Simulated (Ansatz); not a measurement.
A plane-wave DFT run in Ansatz 0.2.0 (scalar-relativistic PAW potentials unless the input names others): input and command.

```yaml
crystal:
  lattice:
    - [-1.677165, 1.677165, 1.517435]
    - [1.677165, -1.677165, 1.517435]
    - [1.677165, 1.677165, -1.517435]
  atoms:
    - { symbol: W, position: [0.0, 0.0, 0.0] }
basis:
  ecutwfc: 420
kpoints:
  mp_grid: { grid: [20, 20, 20] }
hamiltonian:
  xc: pbesol
scf:
  occupations: { method: tetrahedron }
output:
  forces: true
  eigenvalues: true
  stress: true
```

```bash
ansatz run input.yaml --threads 1 --pin off --max-ram 2560MiB --backend cpu --events-out ev --progress --plain --runs-dir out
```

Abridged log:
```
Warning: output.forces, output.stress, relax.cell or npt_langevin: where a Kohn–Sham band that disperses or a degenerate level is filled in part under the method tetrahedron, the forces or the stress that this run publishes need not agree with its energy (scf.occupations.method in the input reference, under Limitations); prefer a smearing scheme for the forces or the stress
Basis set: ecut = 420 eV, 345 PW (Γ), exchange–correlation on 40×40×40 points (8 copies of the dense FFT grid, shifted against one another)
Bands: 11, of which v1, the nominal top of the filled ones, is band 7 counted from 1 (6 counted from 0)
Symmetry: 16 space group operations
k-points: 641 of 8000
SCF iter   1: F=—  HF=-10256.361382 eV  |F-HF|=—  |Δ(HF+E_count)|=         —  Δρ=4.00e-3  dr2=1.05e-3  ethr=1.77e-3  ⟨swp⟩=5.7  Hψ=38903  notcnv=0
SCF iter   2: F=—  HF=-10256.361091 eV  |F-HF|=—  |Δ(HF+E_count)|=   2.92e-4  Δρ=1.84e-3  dr2=1.49e-4  ethr=7.48e-6  ⟨swp⟩=2.5  Hψ=17445  notcnv=0  defer=27
SCF iter   3: F=—  HF=-10256.361115 eV  |F-HF|=—  |Δ(HF+E_count)|=   2.49e-5  Δρ=4.21e-4  dr2=8.76e-6  ethr=1.07e-6  ⟨swp⟩=2.1  Hψ=9660  notcnv=0  defer=27
SCF iter   4: F=—  HF=-10256.361119 eV  |F-HF|=—  |Δ(HF+E_count)|=   3.66e-6  Δρ=5.13e-5  dr2=1.24e-7  ethr=6.26e-8  ⟨swp⟩=2.6  Hψ=12778  notcnv=0  defer=27
SCF iter   5: F=-10256.361119 eV  HF=-10256.361119 eV  |F-HF|=3.33e-10  |Δ(HF+E_count)|=   3.64e-8  Δρ=6.13e-6  dr2=2.19e-9  ethr=7.14e-10  ⟨swp⟩=4.0  Hψ=20752  notcnv=0
SCF 1 converged in 5 iterations: F = -10256.361119 eV  dr2 = 2.19e-9
SCF converged after 5 iterations
Stability not checked: this state was not tested for a lower state beside it, because cold or Methfessel-Paxton smearing, or corrected tetrahedra, fill the levels in a way that the test cannot read (fill_not_monotonic; see scf.lower_state_search)
Free energy (F): -10256.361119 eV
Harris-Foulkes:  -10256.361119 eV  (|F-HF|=3.33e-10)
Internal energy: -10256.361120 eV  (E = F + TS)
E sigma→0 (E₀):  -10256.361119 eV
Entropy (-TS):   0.000001 eV (0.001 meV/atom)
Fermi energy:    20.612468 eV
--- Forces (eV/Å), atoms counted from 1 ---
  atom   1  W      0.00000000     0.00000000     0.00000000
--- Stress (GPa, compression-positive) ---
      -30.352495       0.000000       0.000000
        0.000000     -30.352495       0.000000
        0.000000       0.000000      -3.140318
  P = ⅓ Tr σ = -21.2818 GPa (-212.818 kbar)
```

Apart from outputs and empty bands, the input differs from a reference run on usual settings in scf.occupations.width: 0.15 → not typed; scf.occupations.method: "gaussian" → "tetrahedron". The reference, at the same geometry (not necessarily relaxed), gave pressure -21.35 GPa, largest force 0.000 eV/Å, no gap on the mesh. This run converged in 5 SCF iterations (reference: 6) with an energy at zero smearing 0.98 meV/atom above the reference's, pressure -21.28 GPa, largest force 0.000 eV/Å, no gap on the mesh.

It took 6.5 s on 1 thread of Intel(R) Xeon(R) Processor @ 2.70GHz, on a shared host, peak memory 0.41 GiB.